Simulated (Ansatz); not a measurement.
Values for one crystal, relaxed and computed with the program Ansatz at the PBE level (PAW); other levels are named.

```yaml
volume_per_atom: 19.91 Å³
band_gap: 5.96 eV (direct)
Hole effective mass, band 2 of 3 at the edge: 15 along [100], 3.6 along [110], 4.8 along [111] (mₑ)
conduction_band_minimum: at Γ
Bulk modulus (Birch–Murnaghan fit): 29.0 GPa
valence_band_maximum: at Γ
Hole effective mass, band 3 of 3 at the edge: 1.1 along [100], 1.5 along [110], 1.7 along [111] (mₑ)
```

Task: Which compound is it?
(A) KF, rock salt
(B) RbBr, rock salt
(C) PbS, rock salt
(D) BN, rock salt

Result: A, KF, rock salt

Space group Fm-3m (rock salt). Symmetry was held in the PBE relaxation.

Potentials: the later of the program's two PAW sets.
